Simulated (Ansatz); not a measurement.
Sr2HfO2: from a guess to a relaxed structure

Theory: Ansatz, DFT PBE, scalar-relativistic, plane waves, PAW. Cutoff 420 eV, Gaussian smearing, Γ-centred meshes. Cell and atoms relax first on a coarse mesh and then on a finer one. In between, the cell is made exact in the group found at 0.06 Å. In metals the finer mesh still leaves noise of several meV/atom or more. The steps can't lower the symmetry of their start. No spin polarisation.

The guess for Sr2HfO2 was made by a generator: random cell by space group and Wyckoff sites (P4/mmm, No. 123). The dimensions are guesses.

```
CELL_PARAMETERS angstrom
4.36866 0.00000 0.00000
0.00000 4.36866 0.00000
0.00000 0.00000 6.08759
ATOMIC_POSITIONS crystal
Sr 0.00000 0.00000 0.00000
Sr 0.50000 0.50000 0.00000
Hf 0.50000 0.50000 0.50000
O 0.00000 0.00000 0.61135
O 0.00000 0.00000 0.38865
```

The zero of energy is the elements' standard structures at the same level (O₂ as a molecule); no fitted shifts are applied.

Q: What does it relax into?

A: The symmetry stays P4/mmm (No. 123). The volume per atom grows by 19.8 %, from 23.2 to 27.8 Å³. The shortest distance goes from 1.36 Å (O–O) to 1.40 Å (O–O). Conventional cell: a = 4.781 Å, c = 6.090 Å. Around Sr on its first site lie 2 O at 2.35 Å and 4 Sr at 3.38 Å; Sr on its second site is surrounded by 2 Hf at 3.05 Å and 4 Sr at 3.38 Å; around Hf lie 2 Sr at 3.05 Å and 8 O at 3.45 Å; O is surrounded by 1 O at 1.40 Å, 1 Sr at 2.35 Å and 4 Hf at 3.45 Å.

```cif
data_structure
_symmetry_space_group_name_H-M 'P4/mmm'
_symmetry_Int_Tables_number 123
_cell_length_a 4.7814
_cell_length_b 4.7814
_cell_length_c 6.0902
_cell_angle_alpha 90.000
_cell_angle_beta 90.000
_cell_angle_gamma 90.000
_cell_volume 139.24
loop_
_atom_site_label
_atom_site_type_symbol
_atom_site_symmetry_multiplicity
_atom_site_Wyckoff_symbol
_atom_site_fract_x
_atom_site_fract_y
_atom_site_fract_z
_atom_site_occupancy
Sr1 Sr 1 a 0.00000 0.00000 0.00000 1
Sr2 Sr 1 c 0.50000 0.50000 0.00000 1
Hf1 Hf 1 d 0.50000 0.50000 0.50000 1
O1 O 2 g 0.00000 0.00000 0.61459 1
```

Q: How does it come out in energy, and is it a metal?

A: The energy over the elements is +0.68 eV/atom and the gap on the 8×8×6 mesh of the 5-atom cell is 0 eV (a metal).

It can't be a ground state, since the elements alone are lower.

The last run used Gaussian smearing of 0.10 eV. Spin–orbit coupling, which can matter for Hf, is left out. The cell is a metal run without spin; a magnetic state may lie lower. A structure relaxed within its symmetry needn't be a true minimum. In all, the 3 runs took 3 min on 1 thread of Arm Neoverse V1, with other jobs on the host.
